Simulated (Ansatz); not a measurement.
B in space group Cmce (No. 64; B on 8f) at seven volumes, r²SCAN (plane waves, PAW; program Ansatz), shape and atoms relaxed at each. One row is withheld.

| V (Å³/atom) | P (GPa) |
|---|---|
| 5.807 | ? |
| 5.999 | 18.34 |
| 6.190 | 8.54 |
| 6.382 | -0.02 |
| 6.573 | -7.48 |
| 6.765 | -13.99 |
| 6.956 | -19.68 |

Task: Fit the shown pressures and predict the withheld one.

Result: P = (3/2)B₀(x^(7/2) − x^(5/2))[1 + (3/4)(B′ − 4)(x − 1)] with x = (V₀/V)^(2/3). Least squares on the six rows gives V₀ = 6.381 Å³/atom, B₀ = 266 GPa, B′ = 3.55. At V = 5.807, x = 1.0649 and P = 29.62 GPa. The run itself gave 29.57 GPa.

The start of the workflow was typed in or built on a structure type; neither database checked (COD, Materials Project) lists it. It is not the phase usual at ambient conditions (space group No. 166). Symmetry was held in the r²SCAN relaxation; its stability against distortions is not shown here.

Potentials: the later of the program's two PAW sets.
